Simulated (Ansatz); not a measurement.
Consider the following.

BiTePd:
```cif
data_Bi4Pd4Te4
_chemical_formula_sum 'Bi4 Te4 Pd4'
_space_group_name_H-M_alt 'P 1'
_space_group_IT_number 1
_cell_length_a 6.64567
_cell_length_b 6.64567
_cell_length_c 6.64567
_cell_angle_alpha 90.000
_cell_angle_beta 90.000
_cell_angle_gamma 90.000
loop_
_space_group_symop_operation_xyz
  'x, y, z'
loop_
_atom_site_label
_atom_site_type_symbol
_atom_site_fract_x
_atom_site_fract_y
_atom_site_fract_z
_atom_site_occupancy
Bi1 Bi 0.36712 0.36712 0.36712 1
Bi2 Bi 0.13288 0.63288 0.86712 1
Bi3 Bi 0.86712 0.13288 0.63288 1
Bi4 Bi 0.63288 0.86712 0.13288 1
Te1 Te 0.62673 0.62673 0.62673 1
Te2 Te 0.87327 0.37327 0.12673 1
Te3 Te 0.12673 0.87327 0.37327 1
Te4 Te 0.37327 0.12673 0.87327 1
Pd1 Pd 0.00568 0.00568 0.00568 1
Pd2 Pd 0.49432 0.99432 0.50568 1
Pd3 Pd 0.50568 0.49432 0.99432 1
Pd4 Pd 0.99432 0.50568 0.49432 1
```

This is the PBEsol-relaxed structure.

### Question
All from the program Ansatz at the PBEsol level (PAW), unless another level is named. Predict the electronic character.

### Answer
metallic (no gap).

### Question
What about the density of states at the Fermi level?

### Answer
0.49 states/eV per atom (mean over ±0.08 eV).

### Question
And the formation energy from the elements (no fitted shifts)?

### Answer
-0.36 eV/atom.

### Question
What about the gap with spin–orbit coupling?

### Answer
none (metallic).

Space group P2_13. The workflow started from a Materials Project entry (that database holds measured and hypothetical structures alike); the Crystallography Open Database copy checked does not list it. Whether it is the stable phase at ambient conditions was not checked. The PBEsol relaxation kept the symmetry of its start; whether a distortion lowers the energy is not shown. The run is not spin-polarised. The references are the lowest solids computed at this level, not always the standard phases. Spin–orbit coupling is left out wherever it is not named.

Potentials: the later of the program's two PAW sets.
